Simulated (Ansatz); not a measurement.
Na₂Se₂O₇ — ¹⁷O NMR of the central transition

Cell: a computed structure from the Materials Project (it need not be an observed phase) whose atoms were relaxed with PBE, the cell held.

Space group P-1 (No. 2); a = 6.9403, b = 6.9488, c = 7.0458 Å, α = 82.50°, β = 65.27°, γ = 82.05°.

```csv
site,Wyckoff,site symmetry,x,y,z
Na1,2i,1,0.2668,0.6463,0.6043
Na3,2i,1,0.7442,0.9259,0.7638
Se5,2i,1,0.7550,0.8635,0.2784
Se7,2i,1,0.2020,0.5963,0.1342
O9,2i,1,0.6334,0.9731,0.1336
O11,2i,1,0.6320,0.6926,0.4535
O13,2i,1,0.8424,0.0120,0.3826
O15,2i,1,0.2602,0.7311,0.2721
O17,2i,1,0.0991,0.3963,0.2649
O19,2i,1,0.3654,0.5753,0.8905
O21,2i,1,0.9830,0.7449,0.0802
```

One atom of each set is listed.

All values are calculated (Ansatz; DFT, PBE, plane waves and PAW, scalar-relativistic, 420 eV cutoff, Γ-centred 4×3×4 k-points, Fermi–Dirac smearing 0.02 eV), not measured.

¹⁷O has I = 5/2 and Q = -25.58 mb (Pyykkö 2018); at 23.5 T its Larmor frequency is ν₀ = 135.7 MHz. Only the quadrupole interaction is simulated: positions count from each site's isotropic chemical shift, and J coupling is left out, as are shift anisotropy and dipolar coupling, which fast spinning averages.

Task: Give C_Q, η, the quadrupolar product P_Q = |C_Q|(1 + η²/3)^½, the second-order isotropic shift and the breadth of the pattern (fast magic-angle spinning) for each O site.

Result: 

```csv
site,first shell,C_Q (MHz),η,P_Q (MHz),δ_QIS (ppm),breadth (kHz)
O9,1 Se at 1.64 Å; also 2 Na at 2.43–2.44 Å,-11.2,0.21,11.3,-41.5,12.7
O11,1 Se at 1.64 Å; also 3 Na at 2.35–3.27 Å,-11.0,0.17,11.1,-40.1,12.2
O13,1 Se at 1.65 Å; also 3 Na at 2.39–2.69 Å,-11.0,0.14,11.1,-39.8,12.0
O15,1 Se at 1.63 Å; also 2 Na at 2.36 Å,-11.3,0.14,11.3,-41.6,12.6
O17,1 Se at 1.64 Å; also 2 Na at 2.34–2.36 Å,-11.1,0.24,11.2,-41.2,12.7
O19,1 Se at 1.63 Å; also 1 Na at 2.36 Å,-11.5,0.18,11.6,-43.5,13.3
O21,"2 Se at 1.80–1.86 Å, angle 123°; also 2 Na at 3.21–3.33 Å",-9.73,0.90,11.0,-39.2,11.9
```

δ_QIS = −(ν_Q²/30ν₀²)[I(I+1) − 3/4](1 + η²/3) × 10⁶ ppm with ν_Q = 3|C_Q|/[2I(2I−1)]; it falls as 1/B₀² in ppm, and the breadth as 1/B₀ in kHz.

At O9, O11, O13, O15, O17 and O19 V_zz points along its bond to Se (within 2°) in each case.

The relaxation (7 steps) took 2.9 min of wall time (5.8 min of CPU time) and 1.2 GiB at its peak, on 2 threads of Arm Neoverse V2 (aarch64; 32 cores open to the job, memory cap 5.0 GiB, no GPU), a shared host with a load of 0.9 a core.
